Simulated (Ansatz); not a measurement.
Single point in Ansatz 0.2.0 with PBEsol, spin-orbit coupling. Cutoff 420 eV, PAW datasets, 4×4×4 Γ-centred k mesh, cold filling (width 0.2481 eV).

Computed maps in the lattice plane spanned by b (left to right, 7.52 Å, 23 points from zero) and c (bottom to top, 7.52 Å, 23 points from zero), 60° apart, at height 0.250 along a. The fields are smooth PAW ones with compensation charges, not the true ones near nuclei.

Valence density. Digits on a logarithmic scale: 0 up to 0.03 e/Å³, each further digit a factor of 1.6, 9 from 1.3 e/Å³ up:
```
33444321000123444332222
34566643100124566653222
35688875310125788875422
35799998531025799997532
24689689752124799699753
23579829863113589669863
22368999974212468999864
21246899875311246899864
21023567764321124577754
21001345543211112345543
11111122222111211122222
12333321110112332110111
24566542100023454321000
24678875310124677653100
25788887531125789875310
24788778752125799998531
13688417874224699289742
12578747885313589869863
21357888886311368999864
21135788876310246789864
21013567765310023567654
21111234544211112345543
22222112222112222223333
```

Q: The cell is Cs2YBCl6. Which atoms lie within 0.2 Å of this plane, and where (fractions of b and c)?

A: Cs at (0.25, 0.25), Cl at (0.76, 0.24), Cl at (0.76, 0.76), Cl at (0.24, 0.76). The whole cell:
```
Cs Y Cl B
1.0
     0.00000    5.31677    5.31677
     5.31677    0.00000    5.31677
     5.31677    5.31677    0.00000
Cs Y Cl B
2 1 6 1
Direct
  0.25000 0.25000 0.25000
  0.75000 0.75000 0.75000
  0.00000 0.00000 0.00000
  0.75610 0.24390 0.24390
  0.24390 0.75610 0.24390
  0.24390 0.75610 0.75610
  0.75610 0.24390 0.75610
  0.24390 0.24390 0.75610
  0.75610 0.75610 0.24390
  0.50000 0.50000 0.50000
```

The state carries no moments; the state need not be the lowest.

Origin: a known structure type with other elements, at an estimated volume, so it need not be a known compound. Caveats: wide smearing.
